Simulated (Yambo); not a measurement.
Yambo run on SiO₂ (space group R32, No. 155). The wavefunctions are PBEsol (pw.x of Quantum ESPRESSO, ONCV potentials, without SOC) ones on a 2×2×2 mesh (24 occupied bands); a = 5.284 Å, b = 5.284 Å, c = 5.284 Å, α = 97.60°, β = 97.60°, γ = 97.60°.

Yambo input:

```
rim_cut
gw0
dyson
el_el_corr
HF_and_locXC
ppa
em1d
RandQpts= 1000000
RandGvec= 1 Ry
EXXRLvcs= 84 Ry
VXCRLvcs= 336 Ry
Chimod= "HARTREE"
% BndsRnXp
 1 | 262 |
%
NGsBlkXp= 7 Ry
% LongDrXp
 1.0 | 1.0 | 1.0 |
%
PPAPntXp= 27.2114 eV
% GbndRnge
 1 | 262 |
%
GTermKind= "BG"
DysSolver= "n"
ExtendOut
% QPkrange
 1 | 1 | 24 | 25 |
%
```

k points by index: 1 = Γ.

The o-*.qp file then holds:

```
#    K-point    Band    Eo [eV]    E [eV]    E-Eo [eV]    Vxc [eV]    Vnlxc [eV]    Sc|Eo [eV]    Sc|E [eV]    dSc/dw|Eo [eV]    Re(Z)    Im(Z)
#
    1    24    0.000000    -1.921490    -1.921490    -19.80164    -25.70017    3.571294    3.977035    -5.745640    0.825662    -0.977730E-3
    1    25    5.779215    6.812149    1.032934    -9.194248    -5.178243    -2.850203    -2.983072    -3.500046    0.886034    -0.699438E-3
```
(The two width columns are left out.) Convergence of these settings isn't established.

Geometry of the Materials Project entry, not relaxed at this level.

This is not the ordinary phase of the substance; no match was found in the copy of COD used, and its stability was not checked.
